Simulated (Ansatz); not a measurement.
## An elastic constant from a strain scan in ScAl$_{3}$

Theory: Ansatz, DFT r2SCAN, scalar-relativistic, plane waves, PAW. The runs took a 500 eV cutoff, a Γ-centred 16×16×16 mesh and Gaussian smearing (0.15 eV). No spin polarisation. Energies are free energies at this smearing, counted from the undisturbed cell; pressure is positive in compression.

Reference structure (relaxed at this level; it needn't be the usual structure):

```xyz
4
Lattice="-2.0032 2.0032 4.3771 2.0032 -2.0032 4.3771 2.0032 2.0032 -4.3771" Properties=species:S:1:pos:R:3 pbc="T T T"
Sc    0.0000    0.0000    0.0000
Al    0.0000    2.0032    2.1885
Al    2.0032    0.0000    2.1885
Al    0.0000    0.0000    4.3771
```

The cell is strained by ε times the Voigt pattern (1, 1, 0, 0, 0, 0) (xx, yy, zz, yz, xz, xy; engineering shear) with fractional coordinates fixed. The cell holds 4 atoms in V0 = 70.26 Å³. The stress column is τ = (1/V0) dE/dε, got from the stress tensor σ (compression positive) at each point as −det(1 + εP) σ : P(1 + εP)⁻¹, with P the pattern as a tensor.

```csv
ε,ΔE (meV/atom),τ (GPa)
-0.0400,45.406,-21.883
-0.0200,10.686,-10.079
0.0000,0.000,0.070
0.0100,2.577,4.569
0.0300,21.557,12.520
0.0400,?,?
```

Which combination of elastic constants does this scan measure, and how large is it?

For small ε, τ = τ0 + Kε with K = pᵀCp, which for this pattern is C11 + C22 + 2 C12 in the Cartesian frame shown. The parabola through τ at ε = -0.0200, 0 and 0.0100 has slope K = 469 GPa at zero. The energies per cell, E = NΔE, of the same two points give K = 2[E(ε₊)/ε₊ − E(ε₋)/ε₋]/[(ε₊ − ε₋)V0] = 482 GPa, in agreement.

Predict the withheld row at ε = 0.0400 from the harmonic law, and compare.

ΔE = V0(τ0 ε + Kε²/2)/N = 41.450 meV/atom and τ = 18.83 GPa. The calculation gives 37.227 meV/atom and 16.01 GPa: the energy lies 10 % below the harmonic value, as bonds soften when stretched.

In a metal these slopes depend on the k mesh and the smearing.

Cost: 6 runs of about 4.8 core-minutes in all, on Intel Xeon Platinum 8259CL (Skylake/Cascade Lake) (shared hosts).